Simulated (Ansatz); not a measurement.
This is a relaxation of cell and atoms with Ansatz on B3As2N as one 6-atom ordering (Imm2) on the zincblende lattice; the level of theory is PBE. The starting cell was estimated from covalent radii.

```yaml
crystal:
  lattice:
    - [-1.4954951376, 4.4864854129, 2.1149495061]
    - [1.4954951376, -4.4864854129, 2.1149495061]
    - [1.4954951376, 4.4864854129, -2.1149495061]
  atoms:
    - { symbol: "N", position: [0.0, 0.0, 0.0] }
    - { symbol: B, position: [0.25, 0.75, 0.5] }
    - { symbol: As, position: [0.3333333333, 0.0, 0.3333333333] }
    - { symbol: B, position: [0.5833333333, 0.75, 0.8333333333] }
    - { symbol: As, position: [0.6666666667, 0.0, 0.6666666667] }
    - { symbol: B, position: [0.9166666667, 0.75, 0.1666666667] }
kpoints:
  mp_grid: { grid: [10, 10, 10] }
hamiltonian:
  xc: pbe
scf:
  occupations: { method: fermi_dirac, width: 0.02 }
relax:
  f_tol: 0.005
  cell: {}
```

The trajectory has 11 recorded frames, each with positions in Å and forces in eV/Å. Some frames, the last among them, repeat a geometry solved again on a basis re-selected at its cell; pressure is positive in compression.

Step 1: energy 0.0 meV/atom from step 1, largest force component 7.369 eV/Å, pressure +52.55 GPa
```xyz
6
Lattice="-1.4955 4.4865 2.1149 1.4955 -4.4865 2.1149 1.4955 4.4865 -2.1149" Properties=species:S:1:pos:R:3:forces:R:3 pbc="T T T"
N     0.0000    0.0000    0.0000    0.0000    0.0000    0.0332
B     1.4955    0.0000    1.0575    0.0000    0.0000   -7.3687
As    0.0000    2.9910    0.0000    0.0000    0.3292    0.2478
B     1.4955    2.9910    1.0575    0.0000    5.0635    3.4199
As    0.0000    5.9820    0.0000    0.0000   -0.3292    0.2478
B     0.0000    1.4955    3.1724    0.0000   -5.0635    3.4199
```

Step 2: energy -510.8 meV/atom from step 1, largest force component 2.998 eV/Å, pressure +17.36 GPa
```xyz
6
Lattice="-1.5679 4.6140 2.1193 1.5679 -4.6140 2.1193 1.5679 4.6140 -2.1193" Properties=species:S:1:pos:R:3:forces:R:3 pbc="T T T"
N     0.0000    0.0000    0.0186    0.0000    0.0000   -1.4785
B     1.5679    0.0000    0.8739    0.0000    0.0000   -2.2021
As    0.0000    3.1188    0.0040    0.0000   -0.1708   -0.0922
B     1.5679    3.1833    1.1393    0.0000    2.9983    1.9326
As    0.0000    6.1091    0.0040    0.0000    0.1708   -0.0922
B     0.0000    1.4307    3.2585    0.0000   -2.9983    1.9326
```

Step 3: energy -657.1 meV/atom from step 1, largest force component 1.124 eV/Å, pressure -0.11 GPa
```xyz
6
Lattice="-1.5353 4.7786 2.2250 1.5353 -4.7786 2.2250 1.5353 4.7786 -2.2250" Properties=species:S:1:pos:R:3:forces:R:3 pbc="T T T"
N     0.0000    0.0000   -0.0196    0.0000    0.0000   -0.8438
B     1.5353    0.0000    0.8786    0.0000    0.0000   -1.0644
As    0.0000    3.2161   -0.0243    0.0000    0.0242    0.4580
B     1.5353    3.4053    1.2636    0.0000    1.1241    0.4961
As    0.0000    6.3411   -0.0243    0.0000   -0.0242    0.4580
B     0.0000    1.3733    3.4886    0.0000   -1.1241    0.4961
```

Step 4 (rejected): energy -601.3 meV/atom from step 1, largest force component 3.577 eV/Å, pressure +11.60 GPa
```xyz
6
Lattice="-1.5754 4.5563 2.1985 1.5754 -4.5563 2.1985 1.5754 4.5563 -2.1985" Properties=species:S:1:pos:R:3:forces:R:3 pbc="T T T"
N     0.0000    0.0000   -0.1142    0.0000    0.0000    3.5769
B     1.5754    0.0000    0.7570    0.0000    0.0000    1.0423
As    0.0000    3.0769    0.0243    0.0000   -0.2035   -0.4073
B     1.5754    3.3675    1.3032    0.0000   -3.1246   -1.9023
As    0.0000    6.0356    0.0243    0.0000    0.2035   -0.4073
B     0.0000    1.1888    3.5017    0.0000    3.1246   -1.9023
```

Step 5: energy -687.2 meV/atom from step 1, largest force component 0.538 eV/Å, pressure -0.19 GPa
```xyz
6
Lattice="-1.5698 4.7108 2.2102 1.5698 -4.7108 2.2102 1.5698 4.7108 -2.2102" Properties=species:S:1:pos:R:3:forces:R:3 pbc="T T T"
N     0.0000    0.0000   -0.0379    0.0000    0.0000   -0.5377
B     1.5698    0.0000    0.8325    0.0000    0.0000   -0.1323
As    0.0000    3.1721   -0.0028    0.0000    0.0223    0.0710
B     1.5698    3.3930    1.2631    0.0000    0.4467    0.2640
As    0.0000    6.2496   -0.0028    0.0000   -0.0223    0.0710
B     0.0000    1.3178    3.4733    0.0000   -0.4467    0.2640
```

Step 6: energy -690.0 meV/atom from step 1, largest force component 0.040 eV/Å, pressure -0.17 GPa
```xyz
6
Lattice="-1.5730 4.7048 2.2130 1.5730 -4.7048 2.2130 1.5730 4.7048 -2.2130" Properties=species:S:1:pos:R:3:forces:R:3 pbc="T T T"
N     0.0000    0.0000   -0.0561    0.0000    0.0000    0.0129
B     1.5730    0.0000    0.8261    0.0000    0.0000   -0.0198
As    0.0000    3.1697    0.0016    0.0000   -0.0402    0.0144
B     1.5730    3.4061    1.2731    0.0000    0.0168   -0.0109
As    0.0000    6.2400    0.0016    0.0000    0.0402    0.0144
B     0.0000    1.2987    3.4861    0.0000   -0.0168   -0.0109
```

Step 7: energy -690.0 meV/atom from step 1, largest force component 0.005 eV/Å, pressure 0.00 GPa
```xyz
6
Lattice="-1.5727 4.7016 2.2128 1.5727 -4.7016 2.2128 1.5727 4.7016 -2.2128" Properties=species:S:1:pos:R:3:forces:R:3 pbc="T T T"
N     0.0000    0.0000   -0.0552    0.0000    0.0000   -0.0049
B     1.5727    0.0000    0.8258    0.0000    0.0000    0.0017
As    0.0000    3.1658    0.0021    0.0000   -0.0033   -0.0031
B     1.5727    3.4051    1.2722    0.0000   -0.0041    0.0047
As    0.0000    6.2375    0.0021    0.0000    0.0033   -0.0031
B     0.0000    1.2966    3.4851    0.0000    0.0041    0.0047
```

Step 8: energy -695.1 meV/atom from step 1, largest force component 0.011 eV/Å, pressure +0.58 GPa
```xyz
6
Lattice="-1.5727 4.7016 2.2128 1.5727 -4.7016 2.2128 1.5727 4.7016 -2.2128" Properties=species:S:1:pos:R:3:forces:R:3 pbc="T T T"
N     0.0000    0.0000   -0.0552    0.0000    0.0000    0.0058
B     1.5727    0.0000    0.8258    0.0000    0.0000   -0.0021
As    0.0000    3.1658    0.0021    0.0000   -0.0033   -0.0031
B     1.5727    3.4051    1.2722    0.0000   -0.0105    0.0012
As    0.0000    6.2375    0.0021    0.0000    0.0033   -0.0031
B     0.0000    1.2966    3.4851    0.0000    0.0105    0.0012
```

Step 9: energy -695.1 meV/atom from step 1, largest force component 0.010 eV/Å, pressure -0.01 GPa
```xyz
6
Lattice="-1.5754 4.7059 2.2148 1.5754 -4.7059 2.2148 1.5754 4.7059 -2.2148" Properties=species:S:1:pos:R:3:forces:R:3 pbc="T T T"
N     0.0000    0.0000   -0.0561    0.0000    0.0000   -0.0013
B     1.5754    0.0000    0.8267    0.0000    0.0000    0.0096
As    0.0000    3.1685    0.0026    0.0000    0.0029   -0.0025
B     1.5754    3.4077    1.2732    0.0000    0.0031   -0.0016
As    0.0000    6.2432    0.0026    0.0000   -0.0029   -0.0025
B     0.0000    1.2982    3.4880    0.0000   -0.0031   -0.0016
```

Step 10: energy -695.1 meV/atom from step 1, largest force component 0.001 eV/Å, pressure 0.00 GPa
```xyz
6
Lattice="-1.5749 4.7062 2.2151 1.5749 -4.7062 2.2151 1.5749 4.7062 -2.2151" Properties=species:S:1:pos:R:3:forces:R:3 pbc="T T T"
N     0.0000    0.0000   -0.0560    0.0000    0.0000   -0.0001
B     1.5749    0.0000    0.8272    0.0000    0.0000    0.0005
As    0.0000    3.1687    0.0024    0.0000    0.0005   -0.0001
B     1.5749    3.4081    1.2733    0.0000    0.0001   -0.0001
As    0.0000    6.2437    0.0024    0.0000   -0.0005   -0.0001
B     0.0000    1.2981    3.4885    0.0000   -0.0001   -0.0001
```

Step 11: energy -695.2 meV/atom from step 1, largest force component 0.000 eV/Å, pressure 0.00 GPa
```xyz
6
Lattice="-1.5749 4.7062 2.2151 1.5749 -4.7062 2.2151 1.5749 4.7062 -2.2151" Properties=species:S:1:pos:R:3:forces:R:3 pbc="T T T"
N     0.0000    0.0000   -0.0560    0.0000    0.0000    0.0000
B     1.5749    0.0000    0.8272    0.0000    0.0000    0.0005
As    0.0000    3.1687    0.0024    0.0000    0.0005   -0.0001
B     1.5749    3.4081    1.2733    0.0000    0.0001   -0.0001
As    0.0000    6.2437    0.0024    0.0000   -0.0005   -0.0001
B     0.0000    1.2981    3.4885    0.0000   -0.0001   -0.0001
```

The walk took 9 steps, besides SCFs solved again on a fresh basis, and changed the volume by +15.7 %. The last SCF, on a fresh basis, lies 695 meV an atom below the first. Final cell: it is orthorhombic, Imm2 (No. 44); conventional cell a = 3.150 Å, b = 9.412 Å, c = 4.430 Å, 10.95 Å³ an atom. Around N lie 4 B at 1.57–1.81 Å; around B lie 2 N at 1.81 Å and 2 As at 2.07 Å; around As lie 4 B at 2.04–2.10 Å; around B lie 1 N at 1.57 Å and 3 As at 2.04–2.10 Å.

Command: `ansatz run input.yaml --threads 4 --pin off --max-ram 6451MiB --backend cpu --events-out ev --progress --plain --runs-dir out`. Wall time 2.1 min on 4 threads of Intel(R) Xeon(R) Processor @ 2.50GHz (Skylake/Cascade Lake) (shared host); peak host memory 0.63 GiB.

Spin-unpolarised throughout. Whether this structure exists isn't addressed.
